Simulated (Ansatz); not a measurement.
## CdSe with hydrogen replacing Se: do the settings matter for the field gradients?

Cell: a supercell of CdSe (wurtzite type, P6_3mc) built from an entry of the Crystallography Open Database (COD) (the entry's cell lengths or inner coordinates differ somewhat from later room-temperature determinations), with all atoms left at the host's positions.

Space group P3m1 (No. 156); a = 8.6000, c = 14.0400 Å, γ = 120.00°.

```csv
site,Wyckoff,site symmetry,x,y,z
Cd1,1a,3m.,0.0000,0.0000,0.0000
Cd2,1a,3m.,0.0000,0.0000,0.5000
Cd3,3d,.m.,0.0000,0.5000,0.0000
Cd4,3d,.m.,0.0000,0.5000,0.5000
Cd9,3d,.m.,0.1667,0.8333,0.2500
Cd10,3d,.m.,0.1667,0.8333,0.7500
Cd15,1c,3m.,0.6667,0.3333,0.2500
Cd16,1c,3m.,0.6667,0.3333,0.7500
H,1a,3m.,0.0000,0.0000,0.1925
Se18,1a,3m.,0.0000,0.0000,0.6925
Se19,3d,.m.,0.0000,0.5000,0.1925
Se20,3d,.m.,0.0000,0.5000,0.6925
Se25,3d,.m.,0.1667,0.8333,0.4425
Se26,3d,.m.,0.1667,0.8333,0.9425
Se31,1c,3m.,0.6667,0.3333,0.4425
Se32,1c,3m.,0.6667,0.3333,0.9425
```

One atom of each set is listed.

Reference run. Computed with Ansatz: DFT, PBE, plane waves and PAW, scalar-relativistic, 420 eV cutoff, Γ-centred 3×3×2 k-points, Fermi–Dirac smearing 0.01 eV, cell charge +1.

Task: The input is changed as follows: `basis.ecutrho_ratio`: not typed → 6. What happens to V_zz (10²¹ V/m²) and η?

Result: 

```json
{"site": "Cd1", "V_zz reference": "16.25", "η reference": "0.00", "V_zz changed": "16.25", "η changed": "0.00"}
{"site": "Cd2", "V_zz reference": "2.44", "η reference": "0.00", "V_zz changed": "2.44", "η changed": "0.00"}
{"site": "Cd3", "V_zz reference": "3.80", "η reference": "0.11", "V_zz changed": "3.80", "η changed": "0.11"}
{"site": "Cd9", "V_zz reference": "12.66", "η reference": "0.18", "V_zz changed": "12.66", "η changed": "0.18"}
{"site": "H", "V_zz reference": "-0.005", "η reference": "0.00", "V_zz changed": "-0.008", "η changed": "0.00"}
{"site": "Se18", "V_zz reference": "-0.46", "η reference": "0.00", "V_zz changed": "-0.47", "η changed": "0.00"}
{"site": "Se19", "V_zz reference": "8.70", "η reference": "0.50", "V_zz changed": "8.71", "η changed": "0.50"}
{"site": "Se20", "V_zz reference": "-0.15", "η reference": "0.60", "V_zz changed": "-0.15", "η changed": "0.63"}
{"site": "Se25", "V_zz reference": "4.77", "η reference": "0.00", "V_zz changed": "4.76", "η changed": "0.00"}
{"site": "Se26", "V_zz reference": "4.84", "η reference": "0.37", "V_zz changed": "4.84", "η changed": "0.37"}
{"site": "Se31", "V_zz reference": "-0.66", "η reference": "0.00", "V_zz changed": "-0.66", "η changed": "0.00"}
{"site": "Se32", "V_zz reference": "-1.79", "η reference": "0.00", "V_zz changed": "-1.79", "η changed": "0.00"}
```

No V_zz moves by more than 0.01. The table leaves out 4 of the 16 sites, with |V_zz| up to 4.24; their tensors move by 0.01 at most along any direction. The statements above cover all sites. SCF iterations: 9 and 9.

On the reference run: The defect repeats with the cell of 32 atoms, so it feels its images: sites between two images don't show the values beside a lone defect, and zeros or small values of η there can come from the images' arrangement. Cd and Se carry a gradient in the pure host already, so the values there aren't the defect's effect alone. A uniform background compensates the cell's charge. Without spin–orbit coupling (the program notes it for Cd) the gradients can shift somewhat, as the gap is small. With a gap of 0.9 eV on this mesh, small gradients can still move by 0.1 × 10²¹ V/m² or more as the k-mesh gets denser. The neighbours have not yet relaxed around the defect (largest force 0.59 eV/Å), so a real crystal will differ.
